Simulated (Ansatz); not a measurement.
# Data sheet: Pd (DFT)

Pd:
```
CELL_PARAMETERS angstrom
      2.75194     0.00000     0.00000
     -1.37597     2.38325     0.00000
      0.00000     0.00000     9.06985
ATOMIC_POSITIONS crystal
  Pd 0.00000 0.00000 0.00000
  Pd 0.00000 0.00000 0.50000
  Pd 0.33333 0.66667 0.25000
  Pd 0.66667 0.33333 0.75000
```
The run is spin-polarised; directions of the spins, atom by atom: ↑ ↑ ↑ ↑.

Space group P6_3/mmc (No. 194), dhcp (α-La type); conventional cell a = 2.752 Å, b = 2.752 Å, c = 9.070 Å, α = 90.00°, β = 90.00°, γ = 120.00°.

Method: DFT-r²SCAN+D4 in the program Ansatz with PAW potentials. Geometry: relaxed at this level of theory. Other levels are named where they apply.

### Cell and energy

```
Property              Result
---------------  -----------
Volume per atom     14.87 Å³
Density          11.88 g/cm³
```

### Electronic structure

```
Property                                                                   Result
------------------------------------  -------------------------------------------
Electronic character                                            metallic (no gap)
Density of states at the Fermi level  1.3 states/eV per atom (mean over ±0.08 eV)
```

### Magnetism

```
Item                      Result
--------------  ----------------
Magnetic order     ferromagnetic
Net moment      0.43 μB per atom
```

### Mechanics

```
Item                                  Value
----------------------------------  -------
Bulk modulus (Birch–Murnaghan fit)  188 GPa
Pressure derivative B′                  5.5
```

The first step of the workflow began from a Materials Project structure, measured or hypothetical; the Crystallography Open Database copy checked does not list it. It is not the phase usual at ambient conditions (space group No. 225). The cell was relaxed with r²SCAN+D4 under the symmetry of its start; whether a distortion lowers the energy is not shown. Spin order of the final state: ferromagnetic, the only order run, not a proven ground state. Other orbital occupations within this spin state were not tried. The pairwise dispersion correction was not fitted to metals. Axis ratios of metals converge slowly with the k-mesh, so a and c are less sure than the volume. Spin–orbit coupling is left out wherever it is not named.

Potentials: the later of the program's two PAW sets.
